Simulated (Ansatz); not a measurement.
This run works on a proposed trial structure, not on a known crystal.

Input and command of a plane-wave DFT calculation in Ansatz:

```yaml
crystal:
  lattice:
    - [2.921682245, -0.0001406253, 0.0005129249]
    - [-1.458624237, 2.5314072468, -0.0002671887]
    - [-0.4529175989, -0.3328510247, 17.5233000105]
  atoms:
    - { symbol: Ti, position: [0.684422307, 0.3087711958, 0.0781341965] }
    - { symbol: Ti, position: [0.3172664275, 0.6220554564, 0.9244540823] }
    - { symbol: H, position: [0.3412987456, 0.6364295231, 0.0341738472] }
    - { symbol: H, position: [0.0295770396, 0.9823979242, 0.1314686897] }
    - { symbol: H, position: [0.9721135309, 0.9484505603, 0.871101707] }
    - { symbol: H, position: [0.6603728229, 0.2944093699, 0.9684129318] }
    - { symbol: H, position: [0.2882861233, 0.7487318418, 0.6935774113] }
    - { symbol: H, position: [0.3659791304, 0.5982026438, 0.6679194943] }
    - { symbol: H, position: [0.6006830688, 0.4189299318, 0.30437315] }
    - { symbol: H, position: [0.7329387093, 0.3172689546, 0.330307889] }
    - { symbol: H, position: [0.9296827926, 0.1025809872, 0.5107213352] }
    - { symbol: H, position: [0.0773793021, 0.0217716112, 0.4853552656] }
basis:
  ecutwfc: 420
kpoints:
  mp_grid: { grid: [12, 12, 2] }
hamiltonian:
  xc: pbe
scf:
  occupations: { method: gaussian, width: 0.1 }
output:
  forces: true
  stress: true
  eigenvalues: true
  write_density: true
  write_potential: true
  elf: true
  volumetric_format: npy
relax:
  adjacent_minimum: "off"
  f_tol: 0.01
  max_steps: 30
  cell: { stress_tol: 0.1, fix: [volume] }
```

```bash
ansatz run input.yaml --threads 1 --pin off --max-ram 2560MiB --backend cpu --events-out ev --progress --plain --runs-dir out
```

Processor: Intel(R) Xeon(R) Platinum 8259CL CPU @ 2.50GHz (Skylake/Cascade Lake), 1 thread, on a host shared with other jobs.

**Question.** How long does it run, and how much memory does it take?

**Answer.** About 3 min, peak memory 0.77 GiB. It solves 29 bands at 148 k points (after reduction by symmetry) with about 2495 plane waves, in 22 SCF iterations over 4 ionic steps.
